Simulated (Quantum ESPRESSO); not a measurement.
# Ru3Al2Ir2Cu: input and log of a self-consistent run

A calculation, not a measurement. The program is pw.x of Quantum ESPRESSO 7.5 (plane-wave density functional theory). The cell is made up: eight metal atoms on a face-centred cubic lattice, with elements, volume, strain and displacements drawn at random and not relaxed, so it may be unstable or far from any real phase. PseudoDojo standard norm-conserving files set the functional (PBE unless stated); there is no spin polarisation or spin-orbit coupling, the Fermi-Dirac width of 0.25 eV means electrons at about 2900 K, and the masses in the input are unused placeholders. The copper pseudopotential is less sure than most, with forces differing by about three percent and pressure by about two GPa from a second method on plain copper. Heavy elements are run without spin-orbit coupling, which real alloys of them have. A spin test at this wide smearing found no moment, but such smearing suppresses magnetism that the real alloy may have.

Input:

```
&control calculation='scf', pseudo_dir='./dojo.nc.sr.pbe.v0_5.standard.upf', outdir='./o', disk_io='minimal', tprnfor=.true., tstress=.true. /
&system ibrav=0, nat=8, ntyp=4, nbnd=68, ecutwfc=92.02030273, nosym=.true., tot_charge=0,
 occupations='smearing', smearing='fd', degauss=0.0183746611
/
&electrons conv_thr=1.470e-08, electron_maxstep=70, mixing_beta=0.5 /
ATOMIC_SPECIES
Al 1.0 Al.upf
Cu 1.0 Cu.upf
Ir 1.0 Ir.upf
Ru 1.0 Ru.upf
CELL_PARAMETERS angstrom
0.0 -1.8935 -1.9157
-3.787 1.8935 -1.9157
5.6803 5.6803 -3.8314
ATOMIC_POSITIONS angstrom
Ru 0.0288 -0.0509 0.0465
Al -0.1114 2.0404 -2.0036
Ir 0.162 3.8063 -3.9613
Ru 3.6783 3.8093 -3.7711
Ir -1.9621 0.0339 -1.8791
Cu -1.9913 1.7546 -3.7658
Al 1.94 1.9054 -3.8803
Ru 1.723 3.7631 -5.7073
K_POINTS automatic
9 5 3 1 1 1
```

The log is shortened where brackets say so; the opening notice, blank lines, dates and the lines on written files are dropped, and the path of the files is cut. It prints rydbergs, bohrs and kilobars, and counts compression as positive stress. Its total energy is the free energy E - TS of the whole cell.

```
     Program PWSCF v.7.5
     Parallel version (MPI & OpenMP), running on       4 processor cores
     Number of MPI processes:                 4
     Threads/MPI process:                     1
     [start-up lines left out]
     bravais-lattice index     =            0
     lattice parameter (alat)  =       5.0901  a.u.
     unit-cell volume          =     741.5889 (a.u.)^3
     number of atoms/cell      =            8
     number of atomic types    =            4
     number of electrons       =       107.00
     number of Kohn-Sham states=           68
     kinetic-energy cutoff     =      92.0203  Ry
     charge density cutoff     =     368.0812  Ry
     scf convergence threshold =      1.5E-08
     mixing beta               =       0.5000
     number of iterations used =            8  plain     mixing
     Exchange-correlation= PBE
                           (   1   4   3   4   0   0   0)
     [axes and pseudopotential details left out]
   Cartesian axes
     site n.     atom                  positions (alat units)
         1        Ru     tau(   1) = (   0.0106922  -0.0188969   0.0172634  )
         2        Al     tau(   2) = (  -0.0413580   0.7575114  -0.7438491  )
         3        Ir     tau(   3) = (   0.0601435   1.4131129  -1.4706576  )
         4        Ru     tau(   4) = (   1.3655921   1.4142267  -1.4000447  )
         5        Ir     tau(   5) = (  -0.7284420   0.0125856  -0.6976277  )
         6        Cu     tau(   6) = (  -0.7392827   0.6514063  -1.3980770  )
         7        Al     tau(   7) = (   0.7202372   0.7073918  -1.4405859  )
         8        Ru     tau(   8) = (   0.6396746   1.3970746  -2.1188712  )
     number of k points=    68  Fermi-Dirac smearing, width (Ry)=  0.0184
                       cart. coord. in units 2pi/alat
        k(    1) = (  -0.0098785   0.0217332  -0.0995949), wk =   0.0296296
        k(    2) = (  -0.1284256  -0.0968139   0.0175785), wk =   0.0296296
     [further k points left out]
     Dense  grid:    88423 G-vectors     FFT dimensions: (  32,  54, 108)
     Estimated max dynamical RAM per process >     354.83 MB
     Estimated total dynamical RAM >       1.32 GB
     Initial potential from superposition of free atoms
     starting charge     106.9922, renormalised to     107.0000
     Starting wfcs are   68 randomized atomic wfcs
     total cpu time spent up to now is        6.0 secs
     per-process dynamical memory:   288.2 Mb
     Self-consistent Calculation
     iteration #  1     ecut=    92.02 Ry     beta= 0.50
     Davidson diagonalization with overlap
     ethr =  1.00E-02,  avg # of iterations =  6.3
     total cpu time spent up to now is       24.1 secs
     total energy              =   -1451.16586054 Ry
     estimated scf accuracy    <       6.99271395 Ry
     iteration #  2     ecut=    92.02 Ry     beta= 0.50
     Davidson diagonalization with overlap
     ethr =  6.54E-03,  avg # of iterations =  3.0
     total cpu time spent up to now is       40.7 secs
     total energy              =   -1447.26137964 Ry
     estimated scf accuracy    <     113.28211630 Ry
     iteration #  3     ecut=    92.02 Ry     beta= 0.50
     Davidson diagonalization with overlap
     ethr =  6.54E-03,  avg # of iterations =  4.4
     total cpu time spent up to now is       57.8 secs
     total energy              =   -1453.18817220 Ry
     estimated scf accuracy    <      44.28500915 Ry
     iteration #  4     ecut=    92.02 Ry     beta= 0.50
     Davidson diagonalization with overlap
     ethr =  6.54E-03,  avg # of iterations =  2.0
     total cpu time spent up to now is       73.3 secs
     total energy              =   -1455.19098378 Ry
     estimated scf accuracy    <      10.61884475 Ry
     iteration #  5     ecut=    92.02 Ry     beta= 0.50
     Davidson diagonalization with overlap
     ethr =  6.54E-03,  avg # of iterations =  1.0
     total cpu time spent up to now is       85.5 secs
     total energy              =   -1455.69727849 Ry
     estimated scf accuracy    <       3.00882136 Ry
     [iterations 6 to 16 left out]
     iteration # 17     ecut=    92.02 Ry     beta= 0.50
     Davidson diagonalization with overlap
     ethr =  8.89E-10,  avg # of iterations =  1.2
     total cpu time spent up to now is      248.4 secs
     total energy              =   -1455.66022449 Ry
     estimated scf accuracy    <       0.00000099 Ry
     iteration # 18     ecut=    92.02 Ry     beta= 0.50
     Davidson diagonalization with overlap
     ethr =  8.89E-10,  avg # of iterations =  1.0
     total cpu time spent up to now is      260.6 secs
     total energy              =   -1455.66022455 Ry
     estimated scf accuracy    <       0.00000020 Ry
     iteration # 19     ecut=    92.02 Ry     beta= 0.50
     Davidson diagonalization with overlap
     ethr =  1.84E-10,  avg # of iterations =  1.2
     total cpu time spent up to now is      273.2 secs
     total energy              =   -1455.66022456 Ry
     estimated scf accuracy    <       0.00000014 Ry
     iteration # 20     ecut=    92.02 Ry     beta= 0.50
     Davidson diagonalization with overlap
     ethr =  1.28E-10,  avg # of iterations =  1.0
     total cpu time spent up to now is      285.6 secs
     total energy              =   -1455.66022457 Ry
     estimated scf accuracy    <       0.00000006 Ry
     iteration # 21     ecut=    92.02 Ry     beta= 0.50
     Davidson diagonalization with overlap
     ethr =  5.55E-11,  avg # of iterations =  1.1
     total cpu time spent up to now is      297.7 secs
     End of self-consistent calculation
     [lines on levels left out]
!    total energy              =   -1455.66022457 Ry
     estimated scf accuracy    <          1.9E-09 Ry
     smearing contrib. (-TS)   =      -0.09351582 Ry
     internal energy E=F+TS    =   -1455.56670874 Ry
     The total energy is F=E-TS. E is the sum of the following terms:
     one-electron contribution =    -701.24070573 Ry
     hartree contribution      =     416.23379927 Ry
     xc contribution           =    -241.28007936 Ry
     ewald contribution        =    -929.27972293 Ry
     convergence has been achieved in  21 iterations
     Forces acting on atoms (cartesian axes, Ry/au):
     atom    1 type  4   force =    -0.07056584    0.00904649    0.00512212
     atom    2 type  1   force =    -0.02067454   -0.04603258    0.03370963
     atom    3 type  3   force =    -0.17584874   -0.11840949    0.15882007
     atom    4 type  4   force =     0.04220200    0.05467510   -0.07023858
     atom    5 type  3   force =     0.05404964   -0.02618181    0.00726595
     atom    6 type  2   force =     0.00909668    0.06064113   -0.04487759
     atom    7 type  1   force =     0.01600985   -0.02374342    0.02871144
     atom    8 type  4   force =     0.14573095    0.09000457   -0.11851304
     Total force =     0.378290     Total SCF correction =     0.000374
     Computing stress (Cartesian axis) and pressure
          total   stress  (Ry/bohr**3)                   (kbar)     P=      139.75
   0.00087984   0.00012750  -0.00034265          129.43       18.76      -50.41
   0.00012750   0.00100138   0.00014915           18.76      147.31       21.94
  -0.00034265   0.00014915   0.00096885          -50.41       21.94      142.52
     init_run     :      5.57s CPU      5.78s WALL (       1 calls)
     electrons    :    285.48s CPU    291.79s WALL (       1 calls)
     forces       :      2.11s CPU      2.12s WALL (       1 calls)
     stress       :      7.25s CPU      7.26s WALL (       1 calls)
     [timing details left out]
     PWSCF        :   5m 0.59s CPU   5m 7.19s WALL
     JOB DONE.
```

In other units: free energy -19805.266 eV for the cell, pressure 13.98 GPa, largest force component 4.521 eV/Å in size. The run took 309 s of wall time with four MPI processes on a shared machine (Intel Xeon, 2023 or later, virtual cores), so the time is rough. A rerun of this cell at a higher cutoff and on a denser mesh moved values by no more than 0.005 eV in energy, 0.08 GPa in stress and 0.014 eV/Å in force, and a second program with other atomic files agreed on that cell to 2 % rms in force and 0.5 GPa in pressure.